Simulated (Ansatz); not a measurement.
Input:

TiO₂:
```cif
data_O16Ti8
_chemical_formula_sum 'Ti8 O16'
_space_group_name_H-M_alt 'P 1'
_space_group_IT_number 1
_cell_length_a 5.07616
_cell_length_b 9.08829
_cell_length_c 5.38920
_cell_angle_alpha 90.000
_cell_angle_beta 90.000
_cell_angle_gamma 90.000
loop_
_space_group_symop_operation_xyz
  'x, y, z'
loop_
_atom_site_label
_atom_site_type_symbol
_atom_site_fract_x
_atom_site_fract_y
_atom_site_fract_z
_atom_site_occupancy
Ti1 Ti 0.13847 0.12891 0.90329 1
Ti2 Ti 0.63847 0.37109 0.09671 1
Ti3 Ti 0.36153 0.87109 0.40329 1
Ti4 Ti 0.86153 0.62891 0.59671 1
Ti5 Ti 0.86153 0.87109 0.09671 1
Ti6 Ti 0.36153 0.62891 0.90329 1
Ti7 Ti 0.63847 0.12891 0.59671 1
Ti8 Ti 0.13847 0.37109 0.40329 1
O1 O 0.81495 0.01038 0.85164 1
O2 O 0.31495 0.48962 0.14836 1
O3 O 0.68505 0.98962 0.35164 1
O4 O 0.18505 0.51038 0.64836 1
O5 O 0.18505 0.98962 0.14836 1
O6 O 0.68505 0.51038 0.85164 1
O7 O 0.31495 0.01038 0.64836 1
O8 O 0.81495 0.48962 0.35164 1
O9 O 0.46520 0.23013 0.89064 1
O10 O 0.96520 0.26987 0.10936 1
O11 O 0.03480 0.76987 0.39064 1
O12 O 0.53480 0.73013 0.60936 1
O13 O 0.53480 0.76987 0.10936 1
O14 O 0.03480 0.73013 0.89064 1
O15 O 0.96520 0.23013 0.60936 1
O16 O 0.46520 0.26987 0.39064 1
```

This is the LDA-relaxed structure.

Problem. All from DFT-LDA in the program Ansatz with PAW potentials, unless another level is named. Predict the Young's modulus.

Solution. 241 GPa.

Problem. Next, the highest zone-centre frequency (without LO–TO term)?

Solution. 864 cm⁻¹.

Space group Pbca. Symmetry was held in the LDA relaxation; phonons on a q-mesh show no instability. No spin polarisation was allowed.

Potentials: the later of the program's two PAW sets.
